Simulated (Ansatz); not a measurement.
A structure of SnTe relaxed with PBEsol (plane waves to 420 eV, PAW, scalar-relativistic; Ansatz, a quantum-chemistry and plane-wave program); single points at other levels follow on the same geometry (Ansatz, PAW; HSE06 at 420 eV on a 6×6×6 k-mesh; no spin-orbit coupling). Space group Fm-3m (No. 225).

```
CELL_PARAMETERS angstrom
      0.00000     3.14448     3.14448
      3.14448     0.00000     3.14448
      3.14448     3.14448     0.00000
ATOMIC_POSITIONS crystal
  Sn 0.00000 0.00000 0.00000
  Te 0.50000 0.50000 0.50000
```

```csv
level,gap (eV),kind,conduction minimum
PBEsol,0.16,direct,11 % of the way from L to W
HSE06,?,–,?
```

Question: Some entries are withheld; supply them.

Answer: 
- HSE06, gap (eV): 0.11
- HSE06, conduction minimum: L

HSE06 gaps come from a coarse mesh plus a few chosen points, so they may be too large. No spin polarisation in the result.

Measured for SnTe: a 6.316 Å (room temperature; as listed in Ayanesh Maiti et al., Applied Physics Letters (2022)); gap 0.18 eV (room temperature; as listed in DAVID J. SINGH, Functional Materials Letters (2010)). Computed minus measured — a: PBEsol -0.4 %; gap: PBEsol -0.02 eV, HSE06 -0.07 eV. The computed values are for a static lattice, and a measured gap can be an optical one, lowered by exciton binding.

The run could not lose the symmetry of its start.
